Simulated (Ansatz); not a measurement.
HfO2:
```cif
data_HfO2
_chemical_formula_sum 'Hf1 O2'
_space_group_name_H-M_alt 'P 1'
_space_group_IT_number 1
_cell_length_a 3.19718
_cell_length_b 3.19718
_cell_length_c 4.57383
_cell_angle_alpha 90.000
_cell_angle_beta 90.000
_cell_angle_gamma 120.000
loop_
_space_group_symop_operation_xyz
  'x, y, z'
loop_
_atom_site_label
_atom_site_type_symbol
_atom_site_fract_x
_atom_site_fract_y
_atom_site_fract_z
_atom_site_occupancy
Hf1 Hf 0.00000 0.00000 0.00000 1
O1 O 0.33333 0.66667 0.20871 1
O2 O 0.66667 0.33333 0.79129 1
```

Relaxed with LDA.

Task: Decompose the optical modes at the zone centre into irreducible representations, and say which are infrared and Raman allowed.

Result: Point group -3m: Γ_opt = A1g + A2u + Eg + Eu. Infrared: A2u, Eu. Raman: A1g, Eg.

Task: Assign frequencies (DFPT, DFT-LDA in the program Ansatz with PAW potentials; without the LO–TO term).

Result: Eu 289, A2u 436, Eg 538, A1g 563 cm⁻¹.

Space group P-3m1 (CdI2 type). The cell is a constructed one: a structure type filled with these elements; neither database checked (COD, Materials Project) lists it. It is not the phase usual at ambient conditions (space group No. 14, 29). The LDA relaxation kept the symmetry of its start; its stability against distortions is not shown here. No spin polarisation was allowed. A crystal of weakly bound layers computed without a dispersion correction: the cell and the soft elastic constants depend strongly on that. Spin–orbit coupling is left out wherever it is not named.

Potentials: the earlier of the program's two PAW sets. The files were generated under PBE; for other functionals the program regenerates the frozen cores, and for LDA and PBEsol the local potential too.
